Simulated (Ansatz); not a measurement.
The relaxed structure here is a generated cell of Te2Mo: the first start was made by placing the elements on the sites of a structure type, and the end was not matched to a known phase here, so it may be hypothetical. Known forms of Te2Mo include space group No. 194.

One starting cell of Te2Mo (a generated cell, Te2Mo built in the rutile structure type) was relaxed twice with Ansatz (plane waves, PAW, scalar-relativistic): with PBEsol at 420 eV and with PBE at 420 eV. The PBEsol result:

```yaml
crystal:
  lattice:
    - [6.62085, 0.00000, 0.00000]
    - [0.00000, 6.62085, 0.00000]
    - [0.00000, 0.00000, 3.51190]
  atoms:
    - { symbol: Mo, position: [0.50000, 0.50000, 0.50000] }
    - { symbol: Mo, position: [0.00000, 0.00000, 0.00000] }
    - { symbol: Te, position: [0.78345, 0.78345, 0.50000] }
    - { symbol: Te, position: [0.28345, 0.71655, 0.00000] }
    - { symbol: Te, position: [0.71655, 0.28345, 0.00000] }
    - { symbol: Te, position: [0.21655, 0.21655, 0.50000] }
```

| quantity | PBEsol | PBE |
|---|---|---|
| space group | P4₂/mnm | P4₂/mnm |
| volume (Å³/atom) | 25.66 | (withheld) |
| a (Å) | 6.621 | (withheld) |
| c (Å) | 3.512 | (withheld) |
| gap (eV, no spin-orbit coupling) | 0.00 | (withheld) |

Q: Fill in the PBE column.

A: 
- volume (Å³/atom), PBE: 26.87
- a (Å), PBE: 6.679
- c (Å), PBE: 3.613
- gap (eV, no spin-orbit coupling), PBE: 0.00

Both levels end in the same structure; PBE's volume is 4.7 % larger. Neither column is exact.

No spin polarisation in the result. A magnetic state may lie lower.

The run could not lose the symmetry of its start, so the end can be a saddle point.

Ansatz is a program for electronic structure.
